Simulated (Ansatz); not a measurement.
## La₂MgSe₄ — 25Mg NMR of the central transition

Cell: a Materials Project structure (computed, not necessarily an observed phase), atoms as given.

Space group Pnma (No. 62); a = 14.8961, b = 8.7456, c = 6.9736 Å.

```csv
site,Wyckoff,site symmetry,x,y,z
La1,4b,-1,0.0000,0.0000,0.5000
La5,4c,.m.,0.7681,0.7500,0.0007
Mg,4c,.m.,0.9073,0.2500,0.9183
Se13,8d,1,0.8319,0.0176,0.7493
Se21,4c,.m.,0.9336,0.7500,0.2421
Se25,4c,.m.,0.9068,0.2500,0.2838
```

One atom of each set is listed.

All values are calculated (Ansatz; DFT, PBE, plane waves and PAW, scalar-relativistic, 420 eV cutoff, Γ-centred 2×3×4 k-points, Fermi–Dirac smearing 0.02 eV), not measured.

25Mg has I = 5/2 and Q = 199.4 mb (Pyykkö 2018); at 21.1 T its Larmor frequency is ν₀ = 55.0 MHz. Only the quadrupole interaction is simulated: positions count from each site's isotropic chemical shift, and J coupling is left out, as are shift anisotropy and dipolar coupling, which fast spinning averages.

Problem. Give C_Q, η, the quadrupolar product P_Q = |C_Q|(1 + η²/3)^½, the second-order isotropic shift and the breadth of the pattern (fast magic-angle spinning) for each Mg site.

Solution. 

```tsv
site	first shell	C_Q (MHz)	η	P_Q (MHz)	δ_QIS (ppm)	breadth (kHz)
Mg	4 Se at 2.55–2.62 Å	-2.63	0.64	2.80	-15.6	1.98
```

δ_QIS = −(ν_Q²/30ν₀²)[I(I+1) − 3/4](1 + η²/3) × 10⁶ ppm with ν_Q = 3|C_Q|/[2I(2I−1)]; it falls as 1/B₀² in ppm, and the breadth as 1/B₀ in kHz.
